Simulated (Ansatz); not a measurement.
Zr in space group P6/mmm (No. 191; Zr on 1a, Zr on 2d) at seven volumes, plane-wave PAW r²SCAN (Ansatz code), shape and atoms relaxed at each. One row is withheld.

```json
[
 {"V (Å³/atom)": "21.058", "P (GPa)": "10.73"},
 {"V (Å³/atom)": "21.753", "P (GPa)": "6.66"},
 {"V (Å³/atom)": "22.447", "P (GPa)": "3.10"},
 {"V (Å³/atom)": "23.141", "P (GPa)": "-0.01"},
 {"V (Å³/atom)": "23.835", "P (GPa)": "-2.74"},
 {"V (Å³/atom)": "24.529", "P (GPa)": "-5.13"},
 {"V (Å³/atom)": "25.224", "P (GPa)": "?"}
]
```

### Question
Fit the shown pressures and predict the withheld one.

### Answer
P = (3/2)B₀(x^(7/2) − x^(5/2))[1 + (3/4)(B′ − 4)(x − 1)] with x = (V₀/V)^(2/3). Least squares on the six rows gives V₀ = 23.138 Å³/atom, B₀ = 97.1 GPa, B′ = 3.41. At V = 25.224, x = 0.9441 and P = -7.23 GPa. The run itself gave -7.23 GPa.

This is a known high-pressure phase of the composition, computed here at zero pressure and temperature. Symmetry was held in the r²SCAN relaxation; its stability against distortions is not shown here. The run is not spin-polarised.

Potentials: the earlier of the program's two PAW sets.
